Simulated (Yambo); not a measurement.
Li$_{3}$Zn$_{2}$SbO$_{6}$ (space group C2/m, No. 12), G0W0@LDA in Yambo; all else as in the reference (2×2×2 Γ-centred k mesh, bands 12 to 202 and a 7 Ry block in the screening, 202 bands in G with the Bruneval-Gonze terminator, plasmon pole fitted at 27.2 eV). One parameter is varied: the cutoff of the wavefunctions in Yambo, over 10, 20, 30, 50, 84 Ry.

### Question
From which value on does the gap (-0.5, -0.5, 0) → Γ stay within 0.05 eV of the largest setting?

### Answer
From 50 Ry on.
```csv
cutoff of the wavefunctions in Yambo (Ry),G0W0 gap (eV),valence shift (eV)
10,3.96,-0.26
20,4.03,-0.46
30,4.21,-0.75
50,4.36,-0.92
84,4.37,-0.93
```
The last step of the sweep still moves the gap by 10 meV; the other settings are held fixed.

The standard potential for Sb keeps a d shell in the valence without the s and p states of that shell. In tests on such compounds this moved G0W0 gaps by up to about 0.9 eV, so absolute quasiparticle energies here are unreliable; differences between settings are what counts.

Spin-orbit coupling is not included.

Geometry of the Materials Project entry, not relaxed at this level; primitive cell a = 5.301 Å, b = 5.301 Å, c = 5.271 Å, α = 100.02°, β = 100.02°, γ = 119.77°.

The structure is a Materials Project entry; no match was found in the copy of COD used, and its stability was not checked.

A shift is the quasiparticle energy of the state minus its LDA energy.
